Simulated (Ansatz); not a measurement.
Input:

LiCSN:
```xyz
16
Lattice="12.0145 0.0000 0.0000 0.0000 3.5337 0.0000 0.0000 0.0000 5.1051" Properties=species:S:1:pos:R:3 pbc="T T T"
Li    10.9086     0.8834     2.3990
Li     1.1059     2.6503     2.7061
Li     7.1131     2.6503     4.9516
Li     4.9013     0.8834     0.1535
C      7.3408     0.8834     2.0522
C      4.6736     2.6503     3.0529
C     10.6809     2.6503     4.6047
C      1.3336     0.8834     0.5004
S      8.2722     0.8834     3.3682
S      3.7423     2.6503     1.7369
S      9.7495     2.6503     0.8156
S      2.2649     0.8834     4.2895
N      6.6776     0.8834     1.0716
N      5.3368     2.6503     4.0335
N     11.3440     2.6503     3.6242
N      0.6704     0.8834     1.4809
```

This is the LDA-relaxed structure. x, y and z are the axes in which the lattice vectors are written.

Task: All from LDA (plane waves, PAW; program Ansatz), unless another level is named. Predict the Hill bulk and shear moduli.

Result: 28.8 and 16.2 GPa.

Task: What about the elastic constants (relaxed ions, GPa)?

Result: C11 = 43.0, C22 = 52.6, C33 = 59.5, C12 = 19.0, C13 = 19.7, C23 = 13.9, C44 = 7.2, C55 = 33.7, C66 = 16.6.

Space group Pnma. The first step of the workflow began from a Materials Project structure, measured or hypothetical; the Crystallography Open Database copy checked does not list it. Whether it is the stable phase at ambient conditions was not checked. Symmetry was held in the LDA relaxation; whether a distortion lowers the energy is not shown.

Potentials: the later of the program's two PAW sets.
